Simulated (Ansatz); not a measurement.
AlSiCN:
```
AlSiCN
1.0
    3.11006     0.00000     0.00000
   -1.55503     2.69339     0.00000
    0.00000     0.00000    20.06080
Al N Si C
4 4 4 4
Cartesian
  0.00000   1.79560   0.04143
  1.55503   0.89780   2.49673
  0.00000   1.79560   4.94787
  1.55503   0.89780   7.40115
  0.00000   1.79560   2.00854
  1.55503   0.89780   4.45974
  0.00000   1.79560   6.91268
  1.55503   0.89780   9.39925
  0.00000   1.79560  10.01163
  1.55503   0.89780  12.52221
  0.00000   1.79560  15.04956
  1.55503   0.89780  17.58738
  0.00000   1.79560  11.84523
  1.55503   0.89780  14.37698
  0.00000   1.79560  16.90485
  1.55503   0.89780  19.41192
```

Relaxed with PBEsol.

Question: Which orbitals make up the states near the Fermi level in PBEsol (plane waves, PAW; program Ansatz)?

Answer: Within 0.5 eV of the Fermi level: C 2p 45 %, Si 3p 22 %, N 2s 8 %, Si 3s 7 %, Al 3p 5 %, outside the projected shells 7 %. Projections are on Löwdin-orthogonalised atomic valence shells; empty p or d shells of many metals are not among them.

Question: Tabulate the density of states.

Answer: States/eV per cell of 16 atoms, in 0.25 eV bins, energy from the Fermi level.

| E (eV) | total | N 2p | C 2p | Si 3p |
|---|---|---|---|---|
| -7.85 | 6.21 | 2.54 | 1.11 | 0.64 |
| -7.60 | 5.42 | 2.22 | 1.03 | 0.68 |
| -7.35 | 7.56 | 3.62 | 1.11 | 0.85 |
| -7.10 | 5.97 | 2.79 | 0.99 | 0.68 |
| -6.85 | 5.21 | 2.32 | 0.98 | 0.60 |
| -6.60 | 4.81 | 1.99 | 1.07 | 0.62 |
| -6.35 | 5.19 | 2.25 | 1.16 | 0.65 |
| -6.10 | 5.83 | 2.49 | 1.39 | 0.71 |
| -5.85 | 6.16 | 2.66 | 1.48 | 0.73 |
| -5.60 | 6.19 | 2.80 | 1.47 | 0.67 |
| -5.35 | 7.64 | 3.66 | 1.78 | 0.75 |
| -5.10 | 7.07 | 3.13 | 1.92 | 0.80 |
| -4.85 | 8.07 | 3.32 | 2.50 | 1.00 |
| -4.60 | 9.32 | 4.11 | 2.79 | 1.09 |
| -4.35 | 7.87 | 3.89 | 2.14 | 0.78 |
| -4.10 | 7.92 | 3.79 | 2.26 | 0.82 |
| -3.85 | 8.19 | 3.91 | 2.43 | 0.91 |
| -3.60 | 7.33 | 3.31 | 2.43 | 0.83 |
| -3.35 | 5.16 | 1.97 | 2.07 | 0.58 |
| -3.10 | 5.01 | 1.70 | 2.25 | 0.54 |
| -2.85 | 4.30 | 1.01 | 2.28 | 0.54 |
| -2.60 | 4.78 | 0.53 | 2.96 | 0.83 |
| -2.35 | 4.51 | 0.46 | 2.87 | 0.71 |
| -2.10 | 3.37 | 0.30 | 2.25 | 0.45 |
| -1.85 | 2.83 | 0.28 | 1.91 | 0.31 |
| -1.60 | 1.64 | 0.05 | 1.22 | 0.14 |
| -1.35 | 1.39 | 0.02 | 1.07 | 0.09 |
| -1.10 | 1.14 | 0.02 | 0.89 | 0.04 |
| -0.85 | 1.07 | 0.01 | 0.83 | 0.01 |
| -0.60 | 1.54 | 0.02 | 1.17 | 0.06 |
| -0.35 | 1.63 | 0.04 | 0.86 | 0.29 |
| -0.10 | 1.60 | 0.06 | 0.71 | 0.33 |
| 0.15 | 1.57 | 0.07 | 0.70 | 0.36 |
| 0.40 | 1.74 | 0.12 | 0.60 | 0.51 |
| 0.65 | 2.09 | 0.26 | 0.09 | 0.95 |
| 0.90 | 1.17 | 0.15 | 0.04 | 0.53 |
| 1.15 | 1.23 | 0.11 | 0.05 | 0.54 |
| 1.40 | 1.36 | 0.10 | 0.07 | 0.48 |
| 1.65 | 1.50 | 0.09 | 0.10 | 0.36 |
| 1.90 | 1.79 | 0.12 | 0.12 | 0.38 |
| 2.15 | 3.37 | 0.24 | 0.23 | 0.90 |
| 2.40 | 5.28 | 0.44 | 0.34 | 1.52 |
| 2.65 | 4.12 | 0.33 | 0.32 | 1.09 |
| 2.90 | 3.92 | 0.35 | 0.22 | 0.93 |
| 3.15 | 5.28 | 0.49 | 0.29 | 1.09 |
| 3.40 | 6.12 | 0.57 | 0.40 | 1.30 |
| 3.65 | 6.39 | 0.62 | 0.46 | 1.36 |
| 3.90 | 6.06 | 0.62 | 0.42 | 1.26 |
| 4.15 | 5.40 | 0.52 | 0.36 | 1.26 |
| 4.40 | 5.65 | 0.46 | 0.48 | 1.24 |
| 4.65 | 7.04 | 0.45 | 0.69 | 1.76 |

Space group P3m1. The start of the workflow was typed in or built on a structure type; the Crystallography Open Database copy checked does not list it. Its standing as an ambient phase is unchecked. The PBEsol relaxation kept the symmetry of its start; its stability against distortions is not shown here.

Potentials: the earlier of the program's two PAW sets. The files were generated under PBE; for other functionals the program regenerates the frozen cores, and for LDA and PBEsol the local potential too.
